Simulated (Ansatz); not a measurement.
Starting structure, 1 CH3 a cell, anchor, over a hollow Si-Si-Si site (Si, Fd-3m (No. 227), (1 1 0) face):

```xyz
24
Lattice="7.6672 0.0000 0.0000 0.0000 5.4215 0.0000 0.0000 0.0000 25.4496" Properties=species:S:1:pos:R:3 pbc="T T T"
Si    1.9168    0.0000    9.3264
Si    5.7504    0.0000    9.3264
Si    3.8336    1.3554    9.3264
Si    0.0000    1.3554    9.3264
Si    3.8336    2.7108   11.2432
Si    0.0000    2.7108   11.2432
Si    5.7504    4.0661   11.2432
Si    1.9168    4.0661   11.2432
Si    5.7504    0.0438   13.1254
Si    1.9168    0.0438   13.1254
Si    0.0000    1.3116   13.1254
Si    3.8336    1.3116   13.1254
Si    0.0000    2.7984   14.8560
Si    3.8336    2.7984   14.8560
Si    1.9168    3.9785   14.8560
Si    5.7504    3.9785   14.8560
F     1.9168    4.4945    7.9991
F     5.7504    4.4945    7.9991
F     3.8336    2.2824    7.9991
F     0.0000    2.2824    7.9991
C     1.9168    1.3846   15.7260
H     0.9120    1.1859   16.0988
H     2.5913    0.6138   16.0988
H     2.2471    2.3541   16.0988
```

Theory: Ansatz 0.2.0, DFT PBE+D3(BJ), scalar-relativistic, plane waves, PAW. Cutoff 420 eV; k points 2×3×1 on the computed 24-atom cell (Γ-centred); Gaussian smearing, width 0.05 eV; collinear spin. A dipole correction removes the field between periodic images along c.

Atoms 1, 2, 3, 4, 5, 6, 7, 8 (counted from 1) are held. The cell is fixed. Force threshold 0.04 eV/Å.

(1) Where does it end?

The end is the local minimum or symmetric point that this start leads to. The slab is only 5.8 Å thick, so the energy isn't converged with thickness.

An atom lies near a switch of its D3 coefficient C6 between reference coordination numbers, so the dispersion energy changes steeply there and can make or shift the minimum.

## Answers

(1) The energy falls by 4.681 eV in 20 steps, to:

```yaml
crystal:
  lattice:
    - [7.66719, 0.00000, 0.00000]
    - [0.00000, 5.42152, 0.00000]
    - [0.00000, 0.00000, 25.44959]
  atoms:
    - { symbol: Si, position: [0.25000, 0.00000, 0.36647] }
    - { symbol: Si, position: [0.75000, 0.00000, 0.36647] }
    - { symbol: Si, position: [0.50000, 0.25000, 0.36647] }
    - { symbol: Si, position: [0.00000, 0.25000, 0.36647] }
    - { symbol: Si, position: [0.50000, 0.50000, 0.44178] }
    - { symbol: Si, position: [0.00000, 0.50000, 0.44178] }
    - { symbol: Si, position: [0.75000, 0.75000, 0.44178] }
    - { symbol: Si, position: [0.25000, 0.75000, 0.44178] }
    - { symbol: Si, position: [0.75097, 0.98029, 0.51980] }
    - { symbol: Si, position: [0.25769, 0.01592, 0.51493] }
    - { symbol: Si, position: [0.99612, 0.23465, 0.51616] }
    - { symbol: Si, position: [0.50956, 0.25510, 0.51747] }
    - { symbol: Si, position: [0.96971, 0.56783, 0.57290] }
    - { symbol: Si, position: [0.49980, 0.50199, 0.59307] }
    - { symbol: Si, position: [0.24367, 0.73488, 0.58267] }
    - { symbol: Si, position: [0.73446, 0.78603, 0.60467] }
    - { symbol: F, position: [0.24803, 0.83353, 0.31360] }
    - { symbol: F, position: [0.75147, 0.82770, 0.31449] }
    - { symbol: F, position: [0.49869, 0.42373, 0.31471] }
    - { symbol: F, position: [0.00193, 0.42296, 0.31463] }
    - { symbol: C, position: [0.47166, 0.30996, 0.65480] }
    - { symbol: H, position: [0.36174, 0.18087, 0.65039] }
    - { symbol: H, position: [0.59039, 0.20218, 0.66252] }
    - { symbol: H, position: [0.44611, 0.43092, 0.68856] }
```

Cost: 1 run of about 32 core-minutes, on Arm Neoverse V2 (shared hosts).